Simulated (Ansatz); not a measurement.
A plane-wave DFT run in Ansatz 0.2.0 (scalar-relativistic PAW potentials unless the input names others): input and command.

```yaml
crystal:
  lattice:
    - [6.0537471213, 0.0, 0.0]
    - [-3.0268735606, 5.2426987952, 0.0]
    - [0.0, 0.0, 6.6985259794]
  atoms:
    - { symbol: Sr, position: [0.3333333333, 0.6666666667, 0.25] }
    - { symbol: Sr, position: [0.6666666667, 0.3333333333, 0.75] }
    - { symbol: Sc, position: [0.3333333333, 0.6666666667, 0.75] }
    - { symbol: Sc, position: [0.6666666667, 0.3333333333, 0.25] }
basis:
  ecutwfc: 420
  xc_grid: 2
kpoints:
  mp_grid: { grid: [12, 12, 8], shift: [0.5, 0.5, 0.5] }
hamiltonian:
  xc: pbe
scf:
  occupations: { method: gaussian, width: 0.1 }
output:
  forces: true
  eigenvalues: true
  stress: true
```

```bash
ansatz run input.yaml --threads 1 --pin off --max-ram 2560MiB --backend cpu --events-out ev --progress --plain --runs-dir out
```

Abridged log:
```
Warning: crystal.symmetry: narrowed to the stabiliser of the k-point mesh — unitary ops 24 → 8; excluded 16 operations that carry a point of the 12×12×8 mesh (shift [0.5, 0.5, 0.5]) off the mesh (the run samples exactly the mesh kpoints.mp_grid names, as under crystal.symmetry.detect: false, and its converged state has the mesh's symmetry, not the crystal's; ε∞, the Born charges and the force constants of a linear response (`dielectric:` by the response, `phonons.method: dfpt`) are averaged over those of the crystal's operations that the state keeps within a tolerance, where `mesh_tensors`, `u ...
Basis set: ecut = 420 eV, 4133 PW (Γ), exchange–correlation on 90×90×90 points (8 copies of the dense FFT grid, shifted against one another)
Bands: 26, of which v1, the nominal top of the filled ones, is band 21 counted from 1 (20 counted from 0)
Symmetry: 8 space group operations
k-points: 168 of 1152
SCF iter   1: F=—  HF=-11354.685108 eV  |F-HF|=—  |Δ(HF+E_count)|=         —  Δρ=5.45e-3  dr2=9.25e-2  ethr=1.77e-3  ⟨swp⟩=7.0  Hψ=23208  notcnv=0
SCF iter   2: F=—  HF=-11354.679313 eV  |F-HF|=—  |Δ(HF+E_count)|=   5.80e-3  Δρ=1.53e-3  dr2=5.56e-3  ethr=2.20e-4  ⟨swp⟩=2.0  Hψ=7142  notcnv=0
SCF iter   3: F=—  HF=-11354.680135 eV  |F-HF|=—  |Δ(HF+E_count)|=   8.22e-4  Δρ=1.03e-3  dr2=3.46e-3  ethr=1.32e-5  ⟨swp⟩=2.0  Hψ=7983  notcnv=0
SCF iter   4: F=—  HF=-11354.679652 eV  |F-HF|=—  |Δ(HF+E_count)|=   4.84e-4  Δρ=1.78e-4  dr2=1.37e-4  ethr=8.25e-6  ⟨swp⟩=2.0  Hψ=5020  notcnv=0
SCF iter   5: F=—  HF=-11354.679676 eV  |F-HF|=—  |Δ(HF+E_count)|=   2.48e-5  Δρ=3.62e-5  dr2=3.48e-6  ethr=3.25e-7  ⟨swp⟩=2.3  Hψ=5601  notcnv=0
SCF iter   6: F=—  HF=-11354.679728 eV  |F-HF|=—  |Δ(HF+E_count)|=   5.19e-5  Δρ=1.64e-5  dr2=9.38e-7  ethr=8.29e-9  ⟨swp⟩=3.7  Hψ=9002  notcnv=0
SCF iter   7: F=-11354.679728 eV  HF=-11354.679728 eV  |F-HF|=4.04e-9  |Δ(HF+E_count)|=   7.16e-9  Δρ=4.11e-6  dr2=2.92e-8  ethr=2.38e-10  ⟨swp⟩=6.6  Hψ=21605  notcnv=0
SCF 1 converged in 7 iterations: F = -11354.679728 eV  dr2 = 2.92e-8
SCF converged after 7 iterations
Free energy (F): -11354.679728 eV
Harris-Foulkes:  -11354.679728 eV  (|F-HF|=4.04e-9)
Internal energy: -11354.630788 eV  (E = F + TS)
E sigma→0 (E₀):  -11354.655258 eV
Entropy (-TS):   -0.048940 eV (-12.235 meV/atom)
Fermi energy:    3.759335 eV
--- Forces (eV/Å), atoms counted from 1 ---
  atom   1  Sr     0.00000039    -0.00000023     0.00000000
  atom   2  Sr    -0.00000039     0.00000023     0.00000000
  atom   3  Sc    -0.00002106     0.00001216     0.00000000
  atom   4  Sc     0.00002106    -0.00001216     0.00000000
--- Stress (GPa, compression-positive) ---
        0.014176       0.000082       0.000000
        0.000082       0.014271       0.000000
        0.000000       0.000000      -0.017905
  P = ⅓ Tr σ = 0.0035 GPa (0.035 kbar)
```

Apart from outputs, empty bands and the relaxation, which only the reference makes, the input differs from a reference run on usual settings in kpoints.mp_grid.shift: not typed → [0.5, 0.5, 0.5]; basis.xc_grid: not typed → 2. The reference, at the same geometry, ended its own course with pressure 0.01 GPa, largest force 0.000 eV/Å, no gap on the mesh. This run converged in 7 SCF iterations with an energy at zero smearing 0.51 meV/atom below the reference's, pressure 0.00 GPa, largest force 0.000 eV/Å, no gap on the mesh.

It took 53 s on 1 thread of Arm Neoverse V1, on a shared host, peak memory 0.88 GiB.